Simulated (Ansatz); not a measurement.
## SnSe: zone-centre modes

Theory: Ansatz 0.2.0, DFT LDA, scalar-relativistic, plane waves, PAW. Settings: plane waves to 420 eV, k-mesh 6×6×4 (Γ-centred), Gaussian smearing 0.05 eV. No spin polarisation.

Zero of the scan (as given, not relaxed at this level; this form isn't the usual structure):

```xyz
4
Lattice="4.2853 0.0000 0.0000 0.0000 4.2853 0.0000 0.0000 0.0000 10.9907" Properties=species:S:1:pos:R:3 pbc="T T T"
Sn    2.1427    0.0000    4.0911
Sn    0.0000    2.1427    6.8996
Se    2.1427    0.0000    6.7707
Se    0.0000    2.1427    4.2200
```

The cell holds layers and no dispersion correction was added, so their binding is poorly described.

Harmonic modes by finite displacements of 0.02 Å, without the LO–TO term.

(1) At this geometry, is the structure stable against these modes?

(2) List the wavenumbers in cm⁻¹.

## Answers

(1) No: 2 modes are unstable, the strongest at 56i cm⁻¹.

(2) 56i, 56i, 0, 0, 0, 26, 26, 56, 93, 93, 169, 194.

Cost: 1 run of about 1.9 core-minutes, on Arm Neoverse V1 (shared hosts).